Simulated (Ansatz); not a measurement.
Trial structure of LiBe, not yet relaxed:

```
Li Be
1.0
     0.00000    2.28511    2.28511
     2.28511    0.00000    2.28511
     2.28511    2.28511    0.00000
Li Be
1 1
Direct
  0.75000 0.75000 0.75000
  0.00000 0.00000 0.00000
```

Computed with Ansatz 0.2.0, DFT PBE, scalar-relativistic, plane waves, PAW. Plane waves to 420 eV, a k mesh through Γ of 6×6×6 on the computed 2-atom cell and Gaussian smearing (0.10 eV); no spin polarisation.

Formation energies are uncorrected and refer to the elements' standard structures at the same level.

Question: What does a single point on this coarse mesh give?

Answer: The pressure is 21.3 GPa (it wants to expand), the largest force is 0.00 eV/Å (symmetry fixes the atoms), and the energy is +1.79 eV/atom against the elements. The shortest distance is 1.98 Å.

Question: Is it a good guess?

Answer: A rough one: relaxing gains about 0.39 eV/atom (the start's value is from the coarse mesh, so the gain is rough) in 11 ionic steps and ends at +1.40 eV/atom on the finer mesh. The symmetry stays F-43m (No. 216). The end has the zinc blende type. The volume per atom grows by 77.1 %, from 11.9 to 21.1 Å³. The shortest distance goes from 1.98 Å (Li–Be) to 2.39 Å (Li–Be). Conventional cell: a = 5.530 Å. Li is surrounded by 4 Be at 2.39 Å; around Be lie 4 Li at 2.39 Å.

The last run used an 18×18×18 mesh for its 2-atom cell and Gaussian smearing of 0.10 eV. The relaxation can't lower the symmetry of the start, and the grade says only how near the guess is to its own end. Symmetry constrained the relaxation, so the result can be a saddle point.
